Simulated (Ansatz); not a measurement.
TaN:
Space group Fm-3m (No. 225); a = b = c = 4.396 Å, α = β = γ = 90.00°

```json
[
 {"atom": "N", "site": "4a", "symmetry": "m-3m", "x": "0.0000", "y": "0.0000", "z": "0.0000"},
 {"atom": "Ta", "site": "4b", "symmetry": "m-3m", "x": "0.5000", "y": "0.5000", "z": "0.5000"}
]
```
(The calculation used a cell of 2 atoms; values per cell refer to that cell.)

Relaxed with r²SCAN.

Q: Tabulate the valence density and the electron localisation function along the shortest Ta–Ta contact (3.11 Å), r²SCAN (plane waves, PAW; program Ansatz).

A: 

| distance from Ta (Å) | density (e/Å³) | ELF |
|---|---|---|
| 0.31 | 4.40 | 0.37 |
| 0.47 | 4.39 | 0.67 |
| 0.62 | 3.29 | 0.75 |
| 0.78 | 1.88 | 0.64 |
| 0.93 | 0.85 | 0.36 |
| 1.09 | 0.42 | 0.17 |
| 1.24 | 0.28 | 0.14 |
| 1.40 | 0.24 | 0.18 |
| 1.55 | 0.23 | 0.20 |
| 1.71 | 0.24 | 0.18 |
| 1.87 | 0.28 | 0.14 |
| 2.02 | 0.42 | 0.17 |
| 2.18 | 0.85 | 0.36 |
| 2.33 | 1.88 | 0.64 |
| 2.49 | 3.29 | 0.75 |
| 2.64 | 4.39 | 0.67 |
| 2.80 | 4.40 | 0.37 |

The density is the valence pseudo-density with augmentation charge, so density and ELF within about 1 Å of a nucleus are not all-electron values.

The r²SCAN relaxation kept the symmetry of its start; of distortions, only those at the zone centre were tested. The run is not spin-polarised. Spin–orbit coupling is left out wherever it is not named.

Potentials: the later of the program's two PAW sets.
